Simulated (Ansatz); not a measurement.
Be$_{3}$N$_{2}$:
```xyz
5
Lattice="1.4135 0.8161 4.8450 -1.4135 0.8161 4.8450 0.0000 -1.6322 4.8450" Properties=species:S:1:pos:R:3 pbc="T T T"
Be     0.0000     0.0000     2.0499
Be     0.0000     0.0000     9.9175
Be     0.0000     0.0000    13.2440
N      0.0000     0.0000    11.5675
N      0.0000     0.0000     4.2378
```

Relaxed with HSE06. Special points in fractions of this cell's reciprocal vectors: Γ (0.000, 0.000, 0.000); T (0.500, 0.500, 0.500); H2 (0.814, 0.186, 0.500); H0 (0.500, -0.186, 0.186); L (0.500, 0.000, 0.000); S0 (0.343, -0.343, 0.000); S2 (0.657, 0.000, 0.343); F (0.500, 0.000, 0.500).

Question: List the band energies nearest the valence-band maximum at these points for the program Ansatz at the HSE06 level (PAW).

Answer: In eV from the valence-band maximum; about four levels below and three above (degenerate sets whole), none deeper than 8.9 eV; … stands for higher levels left out; points with the same levels are listed once.

```
k                         below            above
--  ---------------------------  ---------------
Γ   -1.25 -1.25 -0.44 0.00 0.00      7.68 9.51 …
T       -0.98 -0.98 -0.39 -0.39     8.71 10.64 …
H2      -5.16 -4.09 -3.23 -1.95  6.52 8.35 11.87
L       -3.99 -3.30 -3.18 -2.31  6.95 8.18 12.10
S0      -5.34 -4.05 -3.29 -2.01  6.58 8.71 11.22
F       -3.78 -3.76 -1.46 -1.11  4.03 9.25 10.57
```

Space group R3m. The workflow started from a Materials Project entry (that database holds measured and hypothetical structures alike); the Crystallography Open Database copy checked does not list it. COD files the formula under space group No. 206. Whether it is the stable phase at ambient conditions was not checked. The HSE06 relaxation kept the symmetry of its start; its stability against distortions is not shown here. The hybrid was solved on a coarse mesh, the path and, where they were found, the r²SCAN edge points; its band edges are the extreme levels among these.

Potentials: the later of the program's two PAW sets.
